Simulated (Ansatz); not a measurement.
CuAu:
```cif
data_Au8Cu8
_chemical_formula_sum 'Cu8 Au8'
_space_group_name_H-M_alt 'Pm'
_space_group_IT_number 6
_space_group_name_Hall 'P -2y'
_cell_length_a 7.82481
_cell_length_b 3.81194
_cell_length_c 7.84578
_cell_angle_alpha 90.000
_cell_angle_beta 90.246
_cell_angle_gamma 90.000
loop_
_atom_site_label
_atom_site_type_symbol
_atom_site_symmetry_multiplicity
_atom_site_Wyckoff_symbol
_atom_site_fract_x
_atom_site_fract_y
_atom_site_fract_z
_atom_site_occupancy
Cu1 Cu 1 a 0.00342 0.00000 0.98986 1
Au1 Au 1 b 0.77207 0.50000 0.98421 1
Cu2 Cu 1 b 0.00666 0.50000 0.25128 1
Au2 Au 1 a 0.77318 0.00000 0.25134 1
Au3 Au 1 a 0.49618 0.00000 0.99899 1
Au4 Au 1 b 0.22818 0.50000 0.00069 1
Au5 Au 1 b 0.49119 0.50000 0.26437 1
Cu3 Cu 1 a 0.23307 0.00000 0.25324 1
Cu4 Cu 1 a 0.00265 0.00000 0.50925 1
Au6 Au 1 b 0.76611 0.50000 0.51251 1
Cu5 Cu 1 b 0.00551 0.50000 0.74760 1
Cu6 Cu 1 a 0.76437 0.00000 0.74694 1
Cu7 Cu 1 a 0.49544 0.00000 0.50215 1
Au7 Au 1 b 0.23095 0.50000 0.50097 1
Au8 Au 1 b 0.49492 0.50000 0.73835 1
Cu8 Cu 1 a 0.23611 0.00000 0.74827 1
```

Relaxed with r²SCAN.

Problem. Which orbitals make up the states near the Fermi level in r²SCAN in the plane-wave PAW code Ansatz?

Solution. Within 0.5 eV of the Fermi level: Au 6s 24 %, Cu 4s 19 %, Cu 3d 18 %, Au 5d 16 %, outside the projected shells 23 %. Projections are on Löwdin-orthogonalised atomic valence shells; empty p or d shells of many metals are not among them.

Problem. Tabulate the density of states.

Solution. States/eV per cell of 16 atoms, in 0.25 eV bins, energy from the Fermi level.

| E (eV) | total | Cu 3d | Au 5d | Au 6s |
|---|---|---|---|---|
| -7.85 | 3.12 | 0.06 | 0.46 | 1.56 |
| -7.60 | 3.96 | 0.10 | 0.88 | 1.87 |
| -7.35 | 5.38 | 0.20 | 2.05 | 2.01 |
| -7.10 | 10.48 | 0.52 | 6.21 | 2.43 |
| -6.85 | 14.04 | 0.82 | 9.73 | 1.99 |
| -6.60 | 20.36 | 1.23 | 15.55 | 1.62 |
| -6.35 | 24.36 | 1.84 | 18.83 | 1.37 |
| -6.10 | 22.68 | 2.28 | 18.07 | 0.86 |
| -5.85 | 21.74 | 2.35 | 17.58 | 0.76 |
| -5.60 | 26.38 | 2.99 | 21.71 | 0.75 |
| -5.35 | 24.73 | 3.12 | 20.06 | 0.74 |
| -5.10 | 21.67 | 2.99 | 16.98 | 0.74 |
| -4.85 | 22.33 | 3.85 | 16.86 | 0.70 |
| -4.60 | 24.64 | 4.74 | 18.22 | 0.77 |
| -4.35 | 23.42 | 4.66 | 16.99 | 0.70 |
| -4.10 | 21.47 | 6.00 | 13.97 | 0.53 |
| -3.85 | 25.56 | 8.51 | 15.19 | 0.63 |
| -3.60 | 24.88 | 10.21 | 12.85 | 0.62 |
| -3.35 | 24.00 | 11.54 | 10.61 | 0.71 |
| -3.10 | 34.18 | 25.51 | 6.91 | 0.68 |
| -2.85 | 45.95 | 36.27 | 7.86 | 0.66 |
| -2.60 | 38.85 | 30.21 | 7.25 | 0.51 |
| -2.35 | 46.13 | 37.27 | 7.60 | 0.44 |
| -2.10 | 47.00 | 38.18 | 7.70 | 0.40 |
| -1.85 | 64.07 | 52.27 | 10.75 | 0.44 |
| -1.60 | 22.17 | 15.84 | 5.12 | 0.54 |
| -1.35 | 6.26 | 3.22 | 1.25 | 0.77 |
| -1.10 | 5.35 | 2.21 | 0.99 | 0.83 |
| -0.85 | 5.39 | 1.89 | 0.93 | 0.93 |
| -0.60 | 4.70 | 1.34 | 0.77 | 0.87 |
| -0.35 | 3.93 | 0.88 | 0.63 | 0.87 |
| -0.10 | 4.46 | 0.82 | 0.74 | 1.13 |
| 0.15 | 4.29 | 0.68 | 0.67 | 1.07 |
| 0.40 | 4.31 | 0.59 | 0.60 | 1.07 |
| 0.65 | 4.33 | 0.51 | 0.53 | 1.08 |
| 0.90 | 4.18 | 0.43 | 0.46 | 1.01 |
| 1.15 | 4.28 | 0.38 | 0.42 | 0.98 |
| 1.40 | 3.93 | 0.29 | 0.34 | 0.85 |
| 1.65 | 3.81 | 0.25 | 0.30 | 0.77 |
| 1.90 | 4.07 | 0.23 | 0.29 | 0.73 |
| 2.15 | 4.00 | 0.20 | 0.26 | 0.65 |
| 2.40 | 3.07 | 0.14 | 0.18 | 0.47 |
| 2.65 | 2.53 | 0.10 | 0.13 | 0.41 |
| 2.90 | 3.58 | 0.15 | 0.18 | 0.77 |
| 3.15 | 3.83 | 0.16 | 0.19 | 0.96 |
| 3.40 | 3.71 | 0.13 | 0.17 | 0.84 |
| 3.65 | 4.18 | 0.14 | 0.20 | 0.98 |
| 3.90 | 4.47 | 0.13 | 0.21 | 1.04 |
| 4.15 | 4.38 | 0.11 | 0.21 | 1.00 |
| 4.40 | 4.79 | 0.10 | 0.21 | 0.99 |
| 4.65 | 4.22 | 0.08 | 0.16 | 0.77 |

The start of the workflow was typed in or built on a structure type; neither database checked (COD, Materials Project) lists it. It is not the phase usual at ambient conditions (space group No. 123). The cell was relaxed with r²SCAN under the symmetry of its start; whether a distortion lowers the energy is not shown. No spin polarisation was allowed. Spin–orbit coupling is left out wherever it is not named.

Potentials: the earlier of the program's two PAW sets. The files were generated under PBE; for other functionals the program regenerates the frozen cores, and for LDA and PBEsol the local potential too.
